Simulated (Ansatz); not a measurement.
SrTiO₃ (cubic perovskite)

```cif
data_O3SrTi
_chemical_formula_sum 'Sr1 Ti1 O3'
_space_group_name_H-M_alt 'Pm-3m'
_space_group_IT_number 221
_space_group_name_Hall '-P 4 2 3'
_cell_length_a 3.89108
_cell_length_b 3.89108
_cell_length_c 3.89108
_cell_angle_alpha 90.000
_cell_angle_beta 90.000
_cell_angle_gamma 90.000
loop_
_atom_site_label
_atom_site_type_symbol
_atom_site_symmetry_multiplicity
_atom_site_Wyckoff_symbol
_atom_site_fract_x
_atom_site_fract_y
_atom_site_fract_z
_atom_site_occupancy
Sr1 Sr 1 a 0.00000 0.00000 0.00000 1
Ti1 Ti 1 b 0.50000 0.50000 0.50000 1
O1 O 3 c 0.00000 0.50000 0.50000 1
```

This relaxed cell (volume V₀) is scaled evenly in all directions, its shape held. Symmetry pins the atoms to their sites.

These are PBEsol (plane waves to 420 eV, PAW, scalar-relativistic; Ansatz, an electronic-structure program) values and carry that method's errors. k mesh 9×9×9 (Γ-centred), Fermi-Dirac smearing 0.05 eV. The energy includes the smearing's −TS. Compression counts positive. SrTiO3 is run without spin polarisation. SrTiO3 was relaxed with its symmetry unable to fall. ΔE is measured from the relaxed starting cell.

The scan covers V/V₀ from 0.840 to 1.160 in 13 points.

**Question.** What is ΔE at V/V₀ = 1.160?

**Answer.** 133.8 meV/atom.

**Question.** What pressure does the cell carry at V/V₀ = 0.840?

**Answer.** 47.4 GPa.

**Question.** What is ΔE at V/V₀ = 0.840?

**Answer.** 238.8 meV/atom.

(A scan under strain: stresses follow from slopes of the energy per volume, elastic moduli from its curvatures.)
